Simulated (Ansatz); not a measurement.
Values for one crystal, relaxed and computed with DFT-PBEsol in the program Ansatz with PAW potentials; other levels are named.

| Item | Result |
|---|---|
| Volume per atom | 7.32 Å³ |
| Band gap | 1.46 eV (indirect) |
| Static dielectric constant ε0 (ions relaxed, cell fixed) | 8.45 (xx = yy), 11.0 (zz) |
| HSE06 gap on the PBEsol cell | 2.46 eV |
| Electronic dielectric constant ε∞ (DFPT) | 7.81 (xx = yy), 9.53 (zz) |
| Conduction-band minimum | off the standard path, at k = (-0.104, -0.104, 0.432) in fractions of the reciprocal vectors |
| Elastic constants (relaxed ions, GPa) | C11 = 504, C12 = 126, C13 = 79.2, C14 = 20.3, C33 = 525, C44 = 139 |

Q: Which of these materials gives this?
A) SiC, 6H polytype
B) CdSiN2, R-3m (Cd on 3a, Si on 3b, N on 6c)
C) B4C, R-3m (B on 18h, B on 18h, C on 6c, C on 3b)
D) SiCO4, I-4 (Si on 2a, C on 2c, O on 8g)

A: C, B4C, R-3m (B on 18h, B on 18h, C on 6c, C on 3b)

The workflow started from a Materials Project entry (that database holds measured and hypothetical structures alike); the Crystallography Open Database copy checked does not list it. Whether it is the stable phase at ambient conditions was not checked. The cell was relaxed with PBEsol under the symmetry of its start; whether a distortion lowers the energy is not shown.

Potentials: the earlier of the program's two PAW sets. The files were generated under PBE; for other functionals the program regenerates the frozen cores, and for LDA and PBEsol the local potential too.
